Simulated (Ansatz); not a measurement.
**Relaxing GaNi**

Level of theory: Ansatz 0.2.0, DFT PBEsol, scalar-relativistic, plane waves, PAW. Settings: 420 eV cutoff, 14×14×14 k-mesh, Gaussian smearing of 0.10 eV, no spin polarisation.

What was changed: relaxed at 8 GPa.

Other phases may be more stable at this pressure.

Input:

```yaml
crystal:
  lattice:
    - [2.8328317437, 0.0, 0.0]
    - [0.0, 2.8328317437, 0.0]
    - [0.0, 0.0, 2.8328317437]
  atoms:
    - { symbol: Ga, position: [0.0, 0.0, 0.0] }
    - { symbol: Ni, position: [0.5, 0.5, 0.5] }
basis:
  ecutwfc: 420
kpoints:
  mp_grid: { grid: [14, 14, 14] }
hamiltonian:
  xc: pbesol
scf:
  occupations: { method: gaussian, width: 0.1 }
output:
  forces: true
  stress: true
  eigenvalues: true
relax:
  adjacent_minimum: "off"
  f_tol: 0.008
  max_steps: 50
  cell: { stress_tol: 0.08, p_target: 8.0 }
```

F is the free energy. Steps run on the plane waves of an earlier cell, but the last one, and at times one on the way, on a freshly chosen basis, so a repeated geometry can differ a little in energy. The relaxation lowers the enthalpy F + PV at the target pressure, so F itself can rise.

Steps:

```csv
step,F − F(1) (eV),largest force component (eV/Å),V (Å³/atom),P (GPa)
1,0.0000,0.000,11.367,8.23
2,-0.0008,0.000,11.375,8.08
3,-0.0013,0.000,11.379,8.00
4,-0.0013,0.000,11.379,8.00
```

Relaxed structure:

```cif
data_structure
_symmetry_space_group_name_H-M 'P 1'
_symmetry_Int_Tables_number 1
_cell_length_a 2.8339
_cell_length_b 2.8339
_cell_length_c 2.8339
_cell_angle_alpha 90.000
_cell_angle_beta 90.000
_cell_angle_gamma 90.000
_cell_volume 22.76
loop_
_atom_site_label
_atom_site_type_symbol
_atom_site_fract_x
_atom_site_fract_y
_atom_site_fract_z
_atom_site_occupancy
Ga1 Ga 0.00000 0.00000 0.00000 1
Ni1 Ni 0.50000 0.50000 0.50000 1
```

It takes space group Pm-3m (No. 221, cubic). Conventional cell: a = 2.834 Å, b = 2.834 Å, c = 2.834 Å, α = 90.00°, β = 90.00°, γ = 90.00°. Around Ga (site symmetry m-3m) lie 8 Ni at 2.45 Å. Around Ni (site symmetry m-3m) lie 8 Ga at 2.45 Å.

The run converged. The run took about 12 core-seconds.